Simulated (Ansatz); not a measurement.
V:
```cif
data_V2
_chemical_formula_sum 'V2'
_space_group_name_H-M_alt 'Im-3m'
_space_group_IT_number 229
_space_group_name_Hall '-I 4 2 3'
_cell_length_a 2.95020
_cell_length_b 2.95020
_cell_length_c 2.95020
_cell_angle_alpha 90.000
_cell_angle_beta 90.000
_cell_angle_gamma 90.000
loop_
_atom_site_label
_atom_site_type_symbol
_atom_site_symmetry_multiplicity
_atom_site_Wyckoff_symbol
_atom_site_fract_x
_atom_site_fract_y
_atom_site_fract_z
_atom_site_occupancy
V1 V 2 a 0.00000 0.00000 0.00000 1
```
(The calculation used a cell of 1 atom; values per cell refer to that cell.)

Relaxed with PBE+D3(BJ).

Task: Which orbitals make up the states near the Fermi level in PBE+D3(BJ) (plane waves, PAW; program Ansatz)?

Result: Within 0.5 eV of the Fermi level: V 3d 87 %, V 4s 7 %, outside the projected shells 5 %. Projections are on Löwdin-orthogonalised atomic valence shells; empty p or d shells of many metals are not among them.

Task: Tabulate the density of states.

Result: States/eV per cell of 1 atom, in 0.25 eV bins, energy from the Fermi level.

| E (eV) | total | V 3d | V 4s | V 3p |
|---|---|---|---|---|
| -6.85 | 0.00 | 0.00 | 0.00 | 0.00 |
| -6.60 | 0.02 | 0.00 | 0.02 | 0.00 |
| -6.35 | 0.04 | 0.00 | 0.04 | 0.00 |
| -6.10 | 0.05 | 0.00 | 0.05 | 0.00 |
| -5.85 | 0.07 | 0.00 | 0.06 | 0.00 |
| -5.60 | 0.08 | 0.00 | 0.07 | 0.00 |
| -5.35 | 0.09 | 0.00 | 0.08 | 0.00 |
| -5.10 | 0.11 | 0.00 | 0.09 | 0.00 |
| -4.85 | 0.12 | 0.01 | 0.11 | 0.00 |
| -4.60 | 0.14 | 0.01 | 0.12 | 0.00 |
| -4.35 | 0.16 | 0.02 | 0.13 | 0.01 |
| -4.10 | 0.19 | 0.03 | 0.15 | 0.01 |
| -3.85 | 0.23 | 0.05 | 0.17 | 0.01 |
| -3.60 | 0.29 | 0.09 | 0.19 | 0.01 |
| -3.35 | 0.58 | 0.31 | 0.25 | 0.01 |
| -3.10 | 0.88 | 0.61 | 0.26 | 0.01 |
| -2.85 | 1.02 | 0.77 | 0.24 | 0.01 |
| -2.60 | 1.21 | 0.97 | 0.22 | 0.01 |
| -2.35 | 1.57 | 1.32 | 0.21 | 0.02 |
| -2.10 | 0.99 | 0.86 | 0.10 | 0.01 |
| -1.85 | 0.78 | 0.72 | 0.04 | 0.01 |
| -1.60 | 0.52 | 0.49 | 0.02 | 0.00 |
| -1.35 | 1.51 | 1.45 | 0.01 | 0.01 |
| -1.10 | 2.20 | 2.11 | 0.02 | 0.01 |
| -0.85 | 1.72 | 1.61 | 0.04 | 0.01 |
| -0.60 | 1.70 | 1.54 | 0.08 | 0.01 |
| -0.35 | 1.92 | 1.68 | 0.13 | 0.01 |
| -0.10 | 2.02 | 1.75 | 0.17 | 0.01 |
| 0.15 | 1.40 | 1.23 | 0.09 | 0.01 |
| 0.40 | 0.88 | 0.75 | 0.06 | 0.00 |
| 0.65 | 0.49 | 0.39 | 0.04 | 0.00 |
| 0.90 | 0.47 | 0.39 | 0.03 | 0.00 |
| 1.15 | 0.52 | 0.46 | 0.02 | 0.00 |
| 1.40 | 0.66 | 0.61 | 0.01 | 0.00 |
| 1.65 | 1.08 | 1.04 | 0.01 | 0.00 |
| 1.90 | 1.38 | 1.36 | 0.01 | 0.00 |
| 2.15 | 1.85 | 1.82 | 0.01 | 0.00 |
| 2.40 | 2.05 | 2.02 | 0.01 | 0.00 |
| 2.65 | 2.37 | 2.35 | 0.01 | 0.00 |
| 2.90 | 3.30 | 3.26 | 0.03 | 0.00 |
| 3.15 | 2.09 | 1.99 | 0.07 | 0.00 |
| 3.40 | 1.32 | 1.21 | 0.08 | 0.00 |
| 3.65 | 1.12 | 1.01 | 0.08 | 0.00 |
| 3.90 | 1.01 | 0.90 | 0.08 | 0.00 |
| 4.15 | 0.58 | 0.48 | 0.09 | 0.00 |
| 4.40 | 0.41 | 0.29 | 0.10 | 0.00 |
| 4.65 | 0.37 | 0.23 | 0.11 | 0.00 |

The cell was relaxed with PBE+D3(BJ) under the symmetry of its start. The workflow began spin-polarised and lost its moments. The pairwise dispersion correction was not fitted to metals.

Potentials: the later of the program's two PAW sets.
